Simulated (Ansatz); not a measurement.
A relaxation computed with Ansatz, from input to last step.

```yaml
crystal:
  lattice:
    - [6.441899, 0.120905, 0.082939]
    - [0.120905, 6.595852, 0.110193]
    - [0.082939, 0.110193, 6.618272]
  atoms:
    - { symbol: Si, position: [0.7195905086, 0.5959069816, 0.3863353265] }
    - { symbol: Si, position: [0.9677475586, 0.0506020521, 0.6230994023] }
    - { symbol: Si, position: [0.5574023049, 0.1568680862, 0.2328946526] }
    - { symbol: Si, position: [0.6655464627, 0.4644372755, 0.9666796501] }
    - { symbol: Si, position: [0.4501995878, 0.067922392, 0.624193426] }
    - { symbol: Si, position: [0.1399687571, 0.736775256, 0.9838938225] }
    - { symbol: Si, position: [0.7307841758, 0.8868391067, 0.9735687712] }
    - { symbol: Si, position: [0.5099177518, 0.6369491124, 0.6971980234] }
    - { symbol: Si, position: [0.2436205263, 0.3202910166, 0.8913890516] }
    - { symbol: Si, position: [0.1238554253, 0.8901329993, 0.3304933828] }
    - { symbol: Si, position: [0.9437728106, 0.3010577907, 0.0961755134] }
    - { symbol: "N", position: [0.470796077, 0.2790325499, 0.0088777293] }
    - { symbol: "N", position: [0.2659684816, 0.5852297807, 0.8066229637] }
    - { symbol: "N", position: [0.6900772279, 0.3237391208, 0.4061919387] }
    - { symbol: "N", position: [0.3950034733, 0.9868006092, 0.3771340836] }
    - { symbol: "N", position: [0.2072833009, 0.1876609616, 0.6898336677] }
    - { symbol: "N", position: [0.9510729932, 0.8772173076, 0.8287154467] }
    - { symbol: "N", position: [0.5181722116, 0.8793117191, 0.7981445339] }
    - { symbol: "N", position: [0.072140464, 0.5425670789, 0.167539576] }
    - { symbol: "N", position: [0.6422321103, 0.6757280376, 0.1428798391] }
    - { symbol: "N", position: [0.0064163827, 0.6279330163, 0.3680076174] }
    - { symbol: "N", position: [0.8045431619, 0.0488901356, 0.1593406594] }
    - { symbol: "N", position: [0.7045324129, 0.1818276508, 0.6034935295] }
  symmetry: { detect: false }
basis:
  ecutwfc: 420
kpoints:
  mp_grid: { grid: [2, 2, 2], shift: [0.5, 0.5, 0.5] }
hamiltonian:
  xc: pbe
scf:
  occupations: { method: gaussian, width: 0.1 }
  lower_state_search: "off"
output:
  forces: true
  stress: true
  eigenvalues: true
relax:
  adjacent_minimum: "off"
  f_tol: 0.04
  max_steps: 70
  cell: { stress_tol: 0.3 }
```

```bash
ansatz run input.yaml --threads 2 --pin off --max-ram 5120MiB --backend cpu --events-out ev --progress --plain --runs-dir out
```

Level of theory: Ansatz, DFT PBE, scalar-relativistic, plane waves, PAW.

Of 12 frames 9 are shown, positions in Å and forces in eV/Å; the SCF threshold varies from step to step. Steps run on the plane waves of an earlier cell, with a Pulay correction in the pressure. The basis is chosen afresh for the last frame, the zero of the energies, and can be on the way; energy and pressure step there, also at an unchanged geometry. Here that happened at step 9 (-2 meV/atom, 0.2 GPa); the frames before carry an error of that size.

```xyz
23
Lattice="6.4419 0.1209 0.0829 0.1209 6.5959 0.1102 0.0829 0.1102 6.6183" Properties=species:S:1:pos:R:3:forces:R:3 pbc="T T T" step=1 free_energy_over_end_meV_per_atom=123.36 pressure_GPa=-2.78
Si    4.7396    4.0601    2.6822    0.4260    0.2800   -0.1240
Si    6.2919    0.5194    4.2097    1.0010    0.2640    0.0930
Si    3.6290    1.1277    1.6049    0.3920   -0.4640    0.6820
Si    4.4237    3.2503    6.5041   -0.8530    0.8840   -0.0110
Si    2.9601    0.5712    4.1759   -0.0180   -0.3710   -0.3860
Si    1.0723    4.9850    6.6045    0.1180    0.6130    0.0680
Si    4.8956    6.0451    6.6017   -1.7330   -1.6990    1.0120
Si    3.4197    4.3397    4.7267    0.6650    0.7560    0.5870
Si    1.6820    2.2403    5.9550   -1.8590    1.9850    1.1880
Si    0.9329    5.9226    2.2957   -0.0620   -0.4040   -0.4630
Si    6.1241    2.1104    0.7480    0.6910   -0.2690   -0.2640
N     3.0673    1.8984    0.1285    1.1180   -0.6350    1.9920
N     1.8510    3.9811    5.4250   -0.1950   -1.7320   -0.1700
N     4.5182    2.2635    2.7812   -0.4490   -0.7220   -0.2470
N     2.6952    6.5981    2.6375    0.3040    1.1200   -0.0280
N     1.4152    1.3389    4.6034    0.2970   -1.7440   -2.0530
N     6.3015    5.9923    5.6602    0.4080   -0.4780   -0.4860
N     3.5105    5.9504    5.4222    0.8610    1.0630    0.5380
N     0.5442    3.6059    1.1746   -1.4470   -0.7120    1.7460
N     4.2307    4.5504    1.0733    0.1940   -0.6340   -1.3400
N     0.1478    4.1831    2.5053    0.4670    1.0920   -0.3780
N     5.2019    0.4373    1.1267   -0.5780    0.7330   -0.2950
N     4.6106    1.3510    4.0726    0.2540    1.0740   -1.6620
23
Lattice="6.3054 -0.0625 0.0643 -0.0747 6.7563 0.2615 0.0559 0.2625 6.6287" Properties=species:S:1:pos:R:3:forces:R:3 pbc="T T T" step=2 free_energy_over_end_meV_per_atom=39.96 pressure_GPa=-3.07
Si    4.4753    4.0707    2.7655    0.6040    0.0050   -0.0940
Si    6.1868    0.4033    4.1554    0.5870    0.4640    0.0500
Si    3.5522    1.0611    1.6286   -0.0220   -0.1100    0.2860
Si    4.2041    3.3944    6.5790   -0.5420    0.3000    0.2150
Si    2.9006    0.6186    4.1923    0.0520    0.1180   -0.3290
Si    0.8895    5.1715    6.7085    0.1980    0.5160    0.2620
Si    4.5885    6.1705    6.7657   -1.0420   -1.1060    0.8540
Si    3.2171    4.5545    4.8615    0.2750   -0.0740   -0.0330
Si    1.5224    2.3565    6.0055   -0.8990    1.5010    0.2840
Si    0.7053    6.1134    2.3643    0.2310   -0.4480    0.0780
Si    5.9246    2.0101    0.7794   -0.0440    0.3580    0.2640
N     2.9248    1.8618    0.2170    0.6070   -0.5050    1.0840
N     1.6562    4.1110    5.5407   -0.3400   -1.2210   -0.1340
N     4.3884    2.2519    2.7573   -0.1430   -0.8620   -0.1150
N     2.4196    6.7792    2.8317    0.2540    0.3860   -0.2100
N     1.3831    1.4296    4.6051    0.3270   -0.9810   -1.0980
N     5.9825    6.0546    5.7811    0.1680   -0.6410   -0.0870
N     3.2431    6.1586    5.5830    0.4380    0.5540    0.3620
N     0.3569    3.7072    1.3378   -0.2390   -0.1750    0.8410
N     3.9652    4.4990    1.1442    0.3250   -0.0190   -0.8460
N    -0.0006    4.3863    2.6255   -0.0380    0.4370   -0.5220
N     5.0722    0.3140    1.0978   -0.5590    0.8760   -0.2750
N     4.5580    1.3501    4.0087   -0.1990    0.6260   -0.8350
23
Lattice="6.3082 -0.2803 0.1125 -0.2979 6.7917 0.2850 0.1024 0.2846 6.5404" Properties=species:S:1:pos:R:3:forces:R:3 pbc="T T T" step=4 free_energy_over_end_meV_per_atom=7.49 pressure_GPa=0.14
Si    4.4288    3.9172    2.7939   -0.0440    0.0840   -0.2340
Si    6.3126    0.2197    4.1347   -0.2420   -0.1400    0.0110
Si    3.4468    0.9416    1.6520    0.6000   -0.1760   -1.0690
Si    3.9910    3.2981    6.5537    0.1770    0.0390    0.1740
Si    3.0203    0.5335    4.2073    0.2140   -0.1020    0.3390
Si    0.8005    5.2265    6.5923    0.1710    0.2020    0.1410
Si    4.4296    6.0073    6.7715   -0.0450    0.6210    0.6580
Si    3.1187    4.4829    4.8185    0.0040    0.0340    0.0520
Si    1.3701    2.3770    5.9353    0.0120    0.3000    0.3670
Si    0.6627    6.0531    2.4623   -0.2920    0.2070   -0.8180
Si    5.7243    1.9621    0.8094   -0.3020   -0.6960   -0.2180
N     2.6590    1.8003    0.3941    0.0510    0.0120    0.1680
N     1.5048    4.0584    5.4205   -0.0610    0.0460   -0.1440
N     4.4017    2.0897    2.6938   -0.0690    0.0420    0.2820
N     2.3034    6.6272    2.9290   -0.0900   -0.0940    0.2040
N     1.5084    1.3641    4.5521   -0.0720   -0.1180   -0.4080
N     5.8126    5.8178    5.7459    0.3260   -0.0840   -0.0740
N     3.1172    6.0908    5.6096   -0.2320   -0.0060   -0.2670
N     0.2709    3.7415    1.3475   -0.1500   -0.0750    0.2710
N     3.8467    4.3551    1.1977    0.0390    0.0190    0.2190
N    -0.0955    4.4329    2.5921   -0.0500    0.0550    0.1120
N     4.9037    0.2930    0.9595   -0.0580   -0.0880    0.1230
N     4.6551    1.2406    3.9228    0.1120   -0.0810    0.1120
23
Lattice="6.2837 -0.2797 0.0858 -0.2981 6.7927 0.2825 0.0749 0.2827 6.5333" Properties=species:S:1:pos:R:3:forces:R:3 pbc="T T T" step=5 free_energy_over_end_meV_per_atom=2.69 pressure_GPa=0.15
Si    4.3945    3.9214    2.7760   -0.0050   -0.0840    0.0070
Si    6.2513    0.1968    4.0960   -0.0730    0.0400    0.0470
Si    3.4554    0.9272    1.6118   -0.0610    0.0880   -0.1340
Si    3.9772    3.3050    6.5371    0.0660    0.0230    0.0730
Si    2.9780    0.5312    4.1813    0.0000    0.0020    0.0010
Si    0.7858    5.2212    6.5976   -0.0390    0.0120   -0.0410
Si    4.3858    6.0165    6.7656    0.0500   -0.0290   -0.1190
Si    3.0842    4.4840    4.8066    0.0130    0.0030   -0.0530
Si    1.3487    2.3778    5.9219    0.0810    0.0110    0.0060
Si    0.6037    6.0980    2.3779    0.0860   -0.0180   -0.0350
Si    5.7153    1.9288    0.7917   -0.0370   -0.0550   -0.0320
N     2.6840    1.7952    0.3610   -0.1640    0.0140   -0.0240
N     1.4708    4.0571    5.4088   -0.0160   -0.0130    0.0030
N     4.3686    2.0870    2.6893   -0.0110   -0.0130    0.0910
N     2.2579    6.6438    2.8834    0.0120   -0.0250    0.1310
N     1.4645    1.3666    4.5155   -0.0090    0.0150   -0.0200
N     5.7766    5.8146    5.7287   -0.0140   -0.0060   -0.0480
N     3.0692    6.0952    5.5881   -0.0750   -0.0420    0.0350
N     0.2619    3.7344    1.3663    0.0500    0.0150   -0.0130
N     3.8234    4.3617    1.1897   -0.0610   -0.0350   -0.0770
N    -0.1167    4.4615    2.5905    0.0450    0.0470    0.0690
N     4.9116    0.2707    0.9698    0.1430    0.0740    0.0880
N     4.6159    1.2300    3.9128    0.0190   -0.0230    0.0450
23
Lattice="6.2829 -0.2834 0.0882 -0.3020 6.7959 0.2834 0.0772 0.2836 6.5330" Properties=species:S:1:pos:R:3:forces:R:3 pbc="T T T" step=7 free_energy_over_end_meV_per_atom=2.42 pressure_GPa=0.02
Si    4.3975    3.9156    2.7799    0.0190   -0.0700    0.0190
Si    6.2509    0.1950    4.0952   -0.0230    0.0240   -0.0050
Si    3.4580    0.9338    1.6148   -0.1010    0.0520    0.0090
Si    3.9699    3.3104    6.5424    0.0160    0.0580    0.0170
Si    2.9786    0.5262    4.1887    0.0110    0.0380   -0.0330
Si    0.7813    5.2222    6.5917    0.0160   -0.0180   -0.0360
Si    4.3874    6.0214    6.7691   -0.0020   -0.0170   -0.0450
Si    3.0836    4.4896    4.8052    0.0350   -0.0260   -0.0080
Si    1.3529    2.3814    5.9150    0.0210    0.0220   -0.0540
Si    0.6153    6.0917    2.3773    0.0330   -0.0210    0.0050
Si    5.7087    1.9256    0.7650    0.0640    0.0170    0.0370
N     2.6713    1.8021    0.3731   -0.0640   -0.0210   -0.0160
N     1.4686    4.0594    5.4014   -0.0110    0.0010   -0.0010
N     4.3530    2.0848    2.7100   -0.0410    0.0360    0.0570
N     2.2652    6.6439    2.8911   -0.0320   -0.0810    0.0150
N     1.4687    1.3678    4.5118   -0.0320   -0.0030    0.0140
N     5.7706    5.8121    5.7237   -0.0080    0.0000    0.0400
N     3.0588    6.0958    5.6020   -0.0410   -0.0180    0.0270
N     0.2597    3.7272    1.3582    0.0240    0.0630    0.0140
N     3.8216    4.3632    1.1943   -0.0020    0.0100   -0.0140
N    -0.1098    4.4545    2.5897   -0.0040    0.0140    0.0070
N     4.9180    0.2789    0.9727    0.0430   -0.0780   -0.0140
N     4.6130    1.2272    3.9301    0.0770    0.0180   -0.0360
23
Lattice="6.2764 -0.2819 0.0884 -0.3006 6.7999 0.2846 0.0774 0.2849 6.5311" Properties=species:S:1:pos:R:3:forces:R:3 pbc="T T T" step=8 free_energy_over_end_meV_per_atom=2.29 pressure_GPa=-0.03
Si    4.3967    3.9165    2.7826    0.0110   -0.0170   -0.0040
Si    6.2424    0.1979    4.0918    0.0000   -0.0030   -0.0060
Si    3.4495    0.9367    1.6128   -0.0230    0.0160    0.0160
Si    3.9671    3.3163    6.5459   -0.0050    0.0250    0.0060
Si    2.9750    0.5276    4.1882    0.0170    0.0170   -0.0170
Si    0.7845    5.2265    6.5867    0.0120    0.0110   -0.0080
Si    4.3833    6.0276    6.7694    0.0000   -0.0150   -0.0140
Si    3.0849    4.4927    4.8040    0.0250   -0.0040    0.0120
Si    1.3496    2.3878    5.9073   -0.0160    0.0060   -0.0340
Si    0.6190    6.0927    2.3777   -0.0130    0.0040    0.0020
Si    5.7059    1.9287    0.7703    0.0310    0.0180   -0.0010
N     2.6628    1.8058    0.3719    0.0230   -0.0060    0.0140
N     1.4670    4.0640    5.3934   -0.0120   -0.0080    0.0100
N     4.3466    2.0875    2.7125   -0.0240   -0.0060    0.0150
N     2.2657    6.6438    2.8933    0.0120   -0.0220   -0.0040
N     1.4650    1.3710    4.5072   -0.0040   -0.0070    0.0070
N     5.7652    5.8188    5.7231   -0.0050    0.0040    0.0150
N     3.0514    6.0992    5.6045   -0.0280    0.0040    0.0080
N     0.2651    3.7328    1.3590   -0.0020   -0.0010    0.0060
N     3.8183    4.3678    1.1981    0.0000    0.0030   -0.0010
N    -0.1054    4.4571    2.5921   -0.0030   -0.0030   -0.0120
N     4.9130    0.2805    0.9725   -0.0110   -0.0260    0.0080
N     4.6105    1.2291    3.9305    0.0170    0.0110   -0.0170
23
Lattice="6.2764 -0.2819 0.0884 -0.3006 6.7999 0.2846 0.0774 0.2849 6.5311" Properties=species:S:1:pos:R:3:forces:R:3 pbc="T T T" step=9 free_energy_over_end_meV_per_atom=0.18 pressure_GPa=0.16
Si    4.3967    3.9165    2.7826    0.0120   -0.0170   -0.0040
Si    6.2424    0.1979    4.0918    0.0000   -0.0030   -0.0060
Si    3.4495    0.9367    1.6128   -0.0240    0.0160    0.0180
Si    3.9671    3.3163    6.5459   -0.0060    0.0230    0.0050
Si    2.9750    0.5276    4.1882    0.0220    0.0160   -0.0180
Si    0.7845    5.2265    6.5867    0.0110    0.0120   -0.0040
Si    4.3833    6.0276    6.7694   -0.0010   -0.0160   -0.0140
Si    3.0849    4.4927    4.8040    0.0230   -0.0050    0.0120
Si    1.3496    2.3878    5.9073   -0.0150    0.0060   -0.0330
Si    0.6190    6.0927    2.3777   -0.0120    0.0030    0.0030
Si    5.7059    1.9287    0.7703    0.0300    0.0180   -0.0020
N     2.6628    1.8058    0.3719    0.0230   -0.0060    0.0140
N     1.4670    4.0640    5.3934   -0.0110   -0.0110    0.0060
N     4.3466    2.0875    2.7125   -0.0240   -0.0090    0.0140
N     2.2657    6.6438    2.8933    0.0100   -0.0210   -0.0040
N     1.4650    1.3710    4.5072   -0.0050   -0.0080    0.0040
N     5.7652    5.8188    5.7231   -0.0040    0.0030    0.0160
N     3.0514    6.0992    5.6045   -0.0280    0.0080    0.0100
N     0.2651    3.7328    1.3590   -0.0030    0.0010    0.0020
N     3.8183    4.3678    1.1981    0.0000    0.0050    0.0010
N    -0.1054    4.4571    2.5921   -0.0020   -0.0030   -0.0070
N     4.9130    0.2805    0.9725   -0.0100   -0.0250    0.0060
N     4.6105    1.2291    3.9305    0.0150    0.0130   -0.0180
23
Lattice="6.2733 -0.3009 0.0849 -0.3206 6.8184 0.2902 0.0734 0.2908 6.5237" Properties=species:S:1:pos:R:3:forces:R:3 pbc="T T T" step=11 free_energy_over_end_meV_per_atom=0.02 pressure_GPa=-0.02
Si    4.3857    3.9079    2.7859   -0.0020    0.0040   -0.0020
Si    6.2382    0.1793    4.0791    0.0030   -0.0060    0.0020
Si    3.4396    0.9341    1.6100   -0.0090   -0.0100    0.0230
Si    3.9462    3.3270    6.5455   -0.0090    0.0000   -0.0070
Si    2.9737    0.5217    4.1847    0.0100    0.0130   -0.0070
Si    0.7702    5.2424    6.5781    0.0040    0.0070   -0.0060
Si    4.3604    6.0384    6.7712    0.0090    0.0090    0.0020
Si    3.0705    4.5040    4.8011    0.0060    0.0030    0.0120
Si    1.3375    2.3978    5.8893   -0.0070   -0.0080   -0.0060
Si    0.6040    6.0991    2.3804   -0.0050    0.0070    0.0010
Si    5.6936    1.9233    0.7511    0.0150    0.0080   -0.0110
N     2.6457    1.8084    0.3770    0.0250    0.0100   -0.0060
N     1.4480    4.0754    5.3807    0.0000    0.0010    0.0040
N     4.3258    2.0812    2.7176   -0.0120    0.0050   -0.0010
N     2.2475    6.6492    2.8974   -0.0010   -0.0070   -0.0060
N     1.4648    1.3726    4.4960   -0.0020   -0.0010    0.0090
N     5.7407    5.8234    5.7223   -0.0060    0.0010   -0.0060
N     3.0227    6.1103    5.6101   -0.0120   -0.0090    0.0010
N     0.2559    3.7404    1.3565   -0.0040   -0.0030    0.0160
N     3.8035    4.3700    1.2061    0.0080   -0.0010   -0.0010
N    -0.1144    4.4623    2.5921    0.0040   -0.0160   -0.0080
N     4.9037    0.2777    0.9672   -0.0140   -0.0100   -0.0070
N     4.6086    1.2196    3.9278    0.0000    0.0040    0.0040
23
Lattice="6.2733 -0.3009 0.0849 -0.3206 6.8184 0.2902 0.0734 0.2908 6.5237" Properties=species:S:1:pos:R:3:forces:R:3 pbc="T T T" step=12 free_energy_over_end_meV_per_atom=0.00 pressure_GPa=-0.01
Si    4.3857    3.9079    2.7859   -0.0020    0.0040   -0.0020
Si    6.2382    0.1793    4.0791    0.0030   -0.0060    0.0020
Si    3.4396    0.9341    1.6100   -0.0090   -0.0100    0.0230
Si    3.9462    3.3270    6.5455   -0.0090    0.0000   -0.0070
Si    2.9737    0.5217    4.1847    0.0100    0.0120   -0.0070
Si    0.7702    5.2424    6.5781    0.0040    0.0070   -0.0060
Si    4.3604    6.0384    6.7712    0.0090    0.0090    0.0020
Si    3.0705    4.5040    4.8011    0.0060    0.0020    0.0120
Si    1.3375    2.3978    5.8893   -0.0070   -0.0080   -0.0060
Si    0.6040    6.0991    2.3804   -0.0050    0.0070    0.0010
Si    5.6936    1.9233    0.7511    0.0150    0.0080   -0.0110
N     2.6457    1.8084    0.3770    0.0250    0.0100   -0.0060
N     1.4480    4.0754    5.3807    0.0000    0.0010    0.0040
N     4.3258    2.0812    2.7176   -0.0120    0.0050   -0.0010
N     2.2475    6.6492    2.8974   -0.0010   -0.0070   -0.0060
N     1.4648    1.3726    4.4960   -0.0020   -0.0010    0.0090
N     5.7407    5.8234    5.7223   -0.0060    0.0010   -0.0060
N     3.0227    6.1103    5.6101   -0.0120   -0.0090    0.0020
N     0.2559    3.7404    1.3565   -0.0040   -0.0030    0.0150
N     3.8035    4.3700    1.2061    0.0080   -0.0010   -0.0010
N    -0.1144    4.4623    2.5921    0.0040   -0.0160   -0.0080
N     4.9037    0.2777    0.9672   -0.0140   -0.0100   -0.0070
N     4.6086    1.2196    3.9278   -0.0010    0.0040    0.0040
```

Time: 73 s on 2 threads of Arm Neoverse V2 (shared host), peak memory 0.53 GiB.

The k mesh is coarse.